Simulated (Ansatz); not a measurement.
**Question.** Name crystals whose computed values (plane-wave PAW LDA (Ansatz code)) fall in these windows: highest Γ mode, no LO–TO term (cm⁻¹) 300 to 390; B₀ by P(V) fit (GPa) 35 to 44.

**Answer.** 

| crystal | highest Γ mode, no LO–TO term (cm⁻¹) | B₀ by P(V) fit (GPa) |
|---|---|---|
| TiSeS, P3m1 (Ti on 1b, Se on 1c, S on 1a) | 362 | 38.8 |
| MoSe2, P6_3/mmc (Mo on 2c, Se on 4f) | 357 | 40.0 |
| TiTeSe, P3m1 (Ti on 1a, Te on 1c, Se on 1b) | 314 | 36.1 |
| Mg4Te3S, Pmm2 (Pearson symbol oP8) | 327 | 42.3 |
Others may fit too.

Standing as an ambient phase not checked: TiSeS, P3m1 (Ti on 1b, Se on 1c, S on 1a); TiTeSe, P3m1 (Ti on 1a, Te on 1c, Se on 1b); Mg4Te3S, Pmm2 (Pearson symbol oP8). Weakly bound layers, chains or molecules computed without a dispersion correction, so cells and soft constants are ill determined: TiSeS, P3m1 (Ti on 1b, Se on 1c, S on 1a); MoSe2, P6_3/mmc (Mo on 2c, Se on 4f); TiTeSe, P3m1 (Ti on 1a, Te on 1c, Se on 1b). All cells were relaxed under the symmetry of their starts (and spin orders); stability against distortions was not tested throughout. Rows with no word on spin ran without spin polarisation. Spin–orbit coupling is left out wherever it is not named.

Potentials: the later of the program's two PAW sets.
